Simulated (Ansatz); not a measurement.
## What DFT gives for CoNiSn

```
Sn Ni Co
1.0
     4.39949    0.55348   -0.02599
     0.40225    4.30915    0.51484
     1.02592    0.04991    4.21411
Sn Ni Co
2 2 2
Cartesian
  2.2360 0.8934 1.1095
  2.3583 2.1394 3.3074
  4.1261 3.4907 4.2418
  0.8395 3.7877 2.4076
  5.2853 0.9048 3.9809
  4.2193 2.3305 1.7583
```

Single point in Ansatz 0.2.0 with PBE, no spin polarisation. Cutoff 420 eV, PAW datasets, 4×4×4 Γ-centred k mesh, tetrahedron filling.

(1) Describe some of the short contacts.

(2) What does the stress say?

(3) What happens at the Fermi level?

(4) Where is the largest force?

Origin: a disordered cell, so it need not be a known compound. Caveats: empty levels are not fully converged; no spin polarisation, so a magnetic state may lie lower; the k mesh is coarse if the cell is a metal; atoms or cell far from equilibrium; forces and stress under tetrahedra may miss the slope of the energy.

## Answers

(1) Ni–Co at 2.33 Å: least valence density 0.44 e/Å³ and ELF 0.27 there. Ni–Ni at 2.33 Å: least valence density 0.43 e/Å³ and ELF 0.25 there. Sn–Ni at 2.41 Å: least valence density 0.47 e/Å³ and ELF 0.32 there. These are pseudo-fields; inside the PAW spheres they differ from the all-electron ones.

(2) The pressure is 31.2 GPa (compression positive), so with the atoms held at these fractions the cell would first expand; the forces are large, so a full relaxation may end otherwise. The principal stresses 18.9, 30.7, 43.9 GPa differ, so its shape would change too.

(3) It is a metal, with about 8.6 states/eV a cell as the mean within 0.25 eV of the Fermi level, mostly Co d (58 %) and Ni d (30 %).

(4) The largest is on Sn2: 3.86 eV/Å, components (-1.87, 3.34, 0.49). It makes 80° with the line to a nearest neighbour, Ni3 at 2.41 Å.
